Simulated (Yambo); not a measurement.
G0W0@PBEsol for Ba₂MgWO₆ (space group Fm-3m, No. 225) in Yambo. Reference settings: 2×2×2 Γ-centred k mesh, bands 3 to 214 and a 7 Ry block in the screening, 214 bands in G with the Bruneval-Gonze terminator, plasmon pole fitted at 27.2 eV. The PBEsol gap Γ → X on this mesh is 2.73 eV; G0W0 gaps are taken between the same points.

With and without the terminator, as bands are cut:

| bands in G (in W) | gap, terminator (eV) | gap, none (eV) | valence shift, terminator (eV) | valence shift, none (eV) |
|---|---|---|---|---|
| 91 (214) | 4.507 | 4.684 | -0.408 | 0.290 |
| 143 (214) | 4.477 | 4.578 | -0.448 | -0.046 |
| 214 (214) | 4.460 | 4.509 | -0.462 | -0.234 |

Over this range the gap spans 0.047 eV with the terminator and 0.175 eV without, the valence shift 0.054 eV and 0.524 eV. Neither column has reached its limit for certain.

Spin-orbit coupling is not included.

Geometry of the Materials Project entry, not relaxed at this level; primitive cell a = b = c = 5.824 Å, α = β = γ = 60.00°.

A shift is the quasiparticle energy of the state minus its PBEsol energy.
